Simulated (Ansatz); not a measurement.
**Ansatz 0.2.0, settings compared: Cd$_{2}$B$_{2}$N**

input.yaml:

```yaml
crystal:
  lattice:
    - [0.0, 3.695297, 0.0]
    - [3.695297, 0.0, 0.0]
    - [1.847648, 1.847648, -4.934246]
  atoms:
    - { symbol: B, position: [0.378, 0.378, 0.244] }
    - { symbol: B, position: [0.622, 0.622, 0.756] }
    - { symbol: Cd, position: [0.75, 0.25, 0.5] }
    - { symbol: Cd, position: [0.25, 0.75, 0.5] }
    - { symbol: "N", position: [0.0, 0.0, 0.0] }
  symmetry: { tolerance: 0.0003 }
kpoints:
  mp_grid: { grid: [5, 5, 5], shift: [0, 0, 0] }
magnetization:
  spin_polarized: false
scf:
  occupations: { method: fermi_dirac }
hamiltonian:
  pseudopotentials: { kind: paw }
  xc: r2scan
basis:
  ecutwfc: 500
output:
  forces: true
  stress: true
  eigenvalues: true
```

Run with:

```bash
ansatz run input.yaml --threads 1 --pin off --max-ram 2560MiB --backend cpu --events-out ev --progress --plain --runs-dir out
```

Origin of the cell: a known structure type with other elements, at an estimated volume, so it need not be a known compound.

The smearing width isn't typed, so it takes its default of 0.1 eV.

Output of this run (shortened):

```
Pseudopotentials: kind: paw
Pseudopotential: B, paw, valence charge 3, recommended cutoff 500 eV (meta_gga), B.paw.azcp
Pseudopotential: Cd, paw, valence charge 20, recommended cutoff 500 eV (meta_gga), Cd.paw.azcp
Pseudopotential: N, paw, valence charge 5, recommended cutoff 500 eV (meta_gga), N.paw.azcp
Functional definition: r2SCAN
  exchange = r2scan_x(k0 = k0, k1 = k1, a1 = a1)
  correlation = r2scan_c
Crystal: 5 atoms, lattice volume = 67.378 Å³
Basis set: ecut = 500 eV, 1701 PW (Γ), exchange–correlation on 108×108×180 points (64 copies of the dense FFT grid, shifted against one another)
Bands: 31, of which v1, the nominal top of the filled ones, is band 26 counted from 1 (25 counted from 0)
Symmetry: 16 space group operations
[… 11 lines left out …]
Initial density: superposition of atomic densities (neutral atoms: chi_scale 0, normalization atom), corrected by the library's trained network
Functional: x = r2scan, c = r2scan; τ floored in thin density (d = 2e-4 eV/Å³)
SCF iter   1: F=—  HF=-17221.724248 eV  Δρ=8.70e-3  dr2=3.55e-2  dr2_τ=8.12e-2
SCF iter   2: F=—  HF=-17221.763862 eV  Δρ=5.39e-3  dr2=2.29e-2  dr2_τ=1.73e-3
SCF iter   3: F=—  HF=-17221.763811 eV  Δρ=4.71e-3  dr2=1.59e-2  dr2_τ=2.26e-3
SCF iter   4: F=—  HF=-17221.762991 eV  Δρ=7.36e-4  dr2=5.38e-4  dr2_τ=2.03e-5
SCF iter   5: F=—  HF=-17221.763052 eV  Δρ=3.61e-4  dr2=2.25e-4  dr2_τ=6.35e-6
SCF iter   6: F=—  HF=-17221.763045 eV  Δρ=8.30e-5  dr2=7.14e-6  dr2_τ=2.74e-7
SCF iter   7: F=—  HF=-17221.763053 eV  Δρ=2.41e-5  dr2=5.71e-7  dr2_τ=1.60e-8
SCF iter   8: F=-17221.763054 eV  HF=-17221.763054 eV  Δρ=7.32e-6  dr2=3.68e-8  dr2_τ=2.36e-9
SCF 1 converged in 8 iterations: F = -17221.763054 eV  dr2 = 3.68e-8
SCF converged after 8 iterations
Free energy (F): -17221.763054 eV
Harris-Foulkes:  -17221.763054 eV  (|F-HF|=1.29e-8)
Internal energy: -17221.702943 eV  (E = F + TS)
E sigma→0 (E₀):  -17221.732998 eV
Entropy (-TS):   -0.060110 eV (-12.022 meV/atom)
Fermi energy:    11.662553 eV
--- Per-component energies (eV) ---
  E_band       = -914.340169
  E_kinetic    = 1217.482306
  E_local      = -7982.735180  (includes V_loc(G=0)·N_el)
  E_nonlocal   = 137.199024
  E_hartree    = 3728.532673
  E_xc         = -455.148120
  E_vxc        = -654.525156  (∫ρ·V_xc dr)
  E_paw        = -8491.927618  (= ΣΔE_a)
  E_vpaw       = -1132.816978  (= ΣTr[D̂ρ^β])
  E_aug_tail   = 0.000024  (compensation charges beyond the density's cutoff)
  E_vtau       = 43.993833  (kinetic-family band-sum trace: ∫τ·v_τ [+ j·A + Jᵃ·Aᵃ] dr)
  E_ewald      = -5373.910062
  E_core_change = -1.195990  (= ΣΔE_core)
  E_smearing   = -0.060110  (= −TS)
  Σ components = -17221.763054   (vs F -17221.763054, Δ=0.00e0)
--- Forces (eV/Å), atoms counted from 1 ---
  atom   1  B      0.000000     0.000000     4.837471
  atom   2  B     -0.000000    -0.000000    -4.837471
  atom   3  Cd     0.000000     0.000000    -0.000000
  atom   4  Cd    -0.000000    -0.000000     0.000000
  atom   5  N      0.000000     0.000000     0.000000
  max |Σ_I F_I| component: 1.73e-18 eV/Å
--- Stress (GPa, compression-positive) ---
       30.358520      -0.000000      -0.000002
       -0.000000      30.358520      -0.000002
       -0.000002      -0.000002     -11.637727
  P = ⅓ Tr σ = 16.3598 GPa (163.598 kbar)
```

The same input was run again with these changes:

1. `basis.xc_grid` default → 2
2. `scf.occupations.method` fermi_dirac → methfessel_paxton; `scf.occupations.width` default → 0.025; `scf.n_extra_bands` default → 32
3. `scf.eigensolver.kind` default → davidson; `basis.precision` default → f64
4. `accuracy` default → low; `scf.eigensolver.kind` default → davidson

```csv
run,end,SCF iterations,P (GPa),max force component (eV/Å),gap on mesh (eV),moment (μB),ΔE(σ→0) (meV/atom)
base,converged,8,16.36,4.837,–,–,0
1,converged,8,16.36,4.837,–,–,0.00
2,converged,8,16.17,4.772,–,–,1.41
3,converged,9,16.36,4.837,–,–,0.00
4,converged,9,16.36,4.837,–,–,0.00
```

Energies are compared only where functional, datasets, charge and starting cell are the same.

Caveats of the base run: no moments, though an odd count or open d shells may carry them; the k mesh is coarse if the cell is a metal.

Time of the base run: 13 s on 1 thread of Intel(R) Xeon(R) Platinum 8488C (Sapphire Rapids), with other jobs on the host, peak memory 0.61 GiB, from the program's own first density.
